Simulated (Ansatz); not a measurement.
Data:

Be$_{2}$Ru (cubic Laves (MgCu2 type), Fd-3m), a = b = c = 6.0741 Å, α = β = γ = 90.00°; the cell used has 6 atoms.

This is the PBEsol-relaxed structure.

Task: All from plane-wave PAW PBEsol (Ansatz code), unless another level is named. Predict the density of states at the Fermi level.

Result: 0.62 states/eV per atom (mean over ±0.08 eV).

Task: Next, the formation energy from the elements (no fitted shifts)?

Result: -334 meV/atom.

A made-up cell: these elements were put on the sites of a structure type; neither database checked (COD, Materials Project) lists it. Its standing as an ambient phase is unchecked. The PBEsol relaxation kept the symmetry of its start; its stability against distortions is not shown here. The run is not spin-polarised. The references are the lowest solids computed at this level, not always the standard phases. Scalar-relativistic: spin–orbit coupling is off unless named, which matters more the heavier the elements.

Potentials: the earlier of the program's two PAW sets. The files were generated under PBE; for other functionals the program regenerates the frozen cores, and for LDA and PBEsol the local potential too.
